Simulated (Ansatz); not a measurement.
BaTe:
```
CELL_PARAMETERS angstrom
      0.00000     3.47075     3.47075
      3.47075     0.00000     3.47075
      3.47075     3.47075     0.00000
ATOMIC_POSITIONS crystal
  Ba 0.00000 0.00000 0.00000
  Te 0.50000 0.50000 0.50000
```

Relaxed with PBEsol. Special points in fractions of this cell's reciprocal vectors: Γ (0.000, 0.000, 0.000); X (0.500, 0.000, 0.500); U (0.625, 0.250, 0.625); K (0.375, 0.375, 0.750); L (0.500, 0.500, 0.500); W (0.500, 0.250, 0.750).

Q: List the band energies nearest the valence-band maximum at these points for plane-wave PAW PBEsol (Ansatz code).

A: In eV from the valence-band maximum; about four levels below and three above (degenerate sets whole), none deeper than 8.9 eV; points with the same levels are listed once.

| k | below | above |
|---|---|---|
| Γ | 0.00 0.00 0.00 | 2.93 2.94 2.94 2.94 |
| X | -1.09 -0.36 -0.36 | 1.46 4.55 4.73 |
| U | -1.27 -1.03 -0.76 | 2.53 5.01 5.23 |
| L | -8.76 -2.28 -1.12 -1.12 | 4.06 4.85 5.00 5.00 |
| W | -1.29 -0.92 -0.92 | 3.48 3.48 4.92 |

Space group Fm-3m (rock salt). The cell was relaxed with PBEsol under the symmetry of its start. Scalar-relativistic: spin–orbit coupling is off unless named, which matters more the heavier the elements.

Potentials: the later of the program's two PAW sets.
